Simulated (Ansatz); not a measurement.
LiF:
```
CELL_PARAMETERS angstrom
      3.28016     0.00000     0.00000
     -1.64008     2.84070     0.00000
      0.00000     0.00000     3.99718
ATOMIC_POSITIONS crystal
  Li 0.33333 0.66667 0.75000
  F  0.66667 0.33333 0.75000
  F  0.33333 0.66667 0.25000
  Li 0.66667 0.33333 0.25000
```

Relaxed with r²SCAN. Special points in fractions of this cell's reciprocal vectors: Γ (0.000, 0.000, 0.000); M (0.500, 0.000, 0.000); K (0.333, 0.333, 0.000); A (0.000, 0.000, 0.500); L (0.500, 0.000, 0.500); H (0.333, 0.333, 0.500).

Problem. List the band energies nearest the valence-band maximum at these points for the program Ansatz at the r²SCAN level (PAW).

Solution. In eV from the valence-band maximum; about four levels below and three above (degenerate sets whole), none deeper than 8.9 eV; … stands for higher levels left out; points with the same levels are listed once.

| k | below | above |
|---|---|---|
| Γ | -1.28 -1.28 -0.49 -0.49 0.00 | 8.54 15.86 … |
| M | -1.80 -1.04 -0.90 -0.48 | 11.21 14.74 … |
| K | -1.33 -1.33 -1.15 -1.15 -0.78 | 11.83 … |
| A | -0.88 -0.88 -0.88 -0.88 | 11.13 11.13 … |
| L | -1.19 -1.19 -0.40 -0.40 | 11.85 11.85 … |
| H | -1.82 -1.82 -0.13 -0.13 | 13.04 13.04 … |

Space group P6_3/mmc. The start of the workflow was typed in or built on a structure type; neither database checked (COD, Materials Project) lists it. It is not the phase usual at ambient conditions (space group No. 225). The r²SCAN relaxation kept the symmetry of its start; its stability against distortions is not shown here.

Potentials: the earlier of the program's two PAW sets.
